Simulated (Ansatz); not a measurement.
GaN: pressure against volume

GaN, P6_3mc, a = 3.183 Å, c = 5.184 Å. Ansatz: r2SCAN, PAW, 500 eV, Γ-centred 12×12×6 mesh on 4 atoms, Gaussian smearing 0.02 eV; no spin polarisation. Shape and atoms are relaxed at each volume; pressure is positive in compression.

| V (Å³/atom) | P (GPa) |
| --- | --- |
| 10.007 | 33.08 |
| 10.348 | 22.73 |
| 10.689 | 13.92 |
| 11.030 | 6.41 |
| 11.371 | 0.00 |
| 11.712 | -5.46 |
| 12.053 | -10.10 |
| 12.508 | ? |

Task: Take V0 = 11.371 Å³/atom, fit the third-order Birch–Murnaghan form to the other rows, and predict the missing pressure.

Result: With the Eulerian strain f = ½[(V0/V)^(2/3) − 1] and y = P/[3f(1 + 2f)^(5/2)], the form is the line y = B0 + 1.5 B0 (B0′ − 4) f. Rows (f, y): 0.04446, 200.4; 0.03243, 199.7; 0.02105, 198.8; 0.01025, 198.1; -0.00975, 196.1; -0.01904, 194.8. Means f = 0.01323, y = 197.98; Σ(Δf)² = 0.002983, ΣΔfΔy = 0.2605; the slope is their ratio. y = 196.8 + 87.31 f GPa, so B0 = 196.8 GPa and B0′ = 4 + 2 × (87.31)/(3 × 196.8) = 4.30. At V = 12.508, f = -0.03078, y = 194.11 and P = -15.29 GPa. The run gave -15.24 GPa, so the fit is 0.05 GPa too low, a small miss on the scale of the series. The form still works here, 22 % of the fitted range beyond its end.